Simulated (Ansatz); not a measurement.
In AlFe (CsCl type) the Fe atom of the primitive cell, with all its periodic images, is moved by 0.06 Å along [111].

```
CELL_PARAMETERS angstrom
2.87000 0.00000 0.00000
0.00000 2.87000 0.00000
0.00000 0.00000 2.87000
ATOMIC_POSITIONS crystal
Fe 0.01207 0.01207 0.01207
Al 0.50000 0.50000 0.50000
```

The calculation used HSE06, plane waves, all-electron PAW datasets generated for the crystal, point nucleus in Ansatz.

Cutoff 310 eV; exchange singularity: Wigner-Seitz; k-mesh 4×4×4 Γ-centred; Fermi–Dirac smearing of 0.1 eV; no spin polarisation.

Problem. What force results?

Solution. The force on it along the displacement is -0.4358 eV/Å, a force constant of 7.26 eV/Å². The cell stands under a pressure of -10.0 GPa, which shifts the constant from its value at the relaxed volume.

```csv
atom,Fx (eV/Å),Fy (eV/Å),Fz (eV/Å)
Fe1,-0.2516,-0.2516,-0.2516
Al2,0.2516,0.2516,0.2516
```

The k-mesh is coarse, so these values belong to this mesh and can lie far from the converged ones. Spin polarisation is left out, and a magnetic state may lie lower.
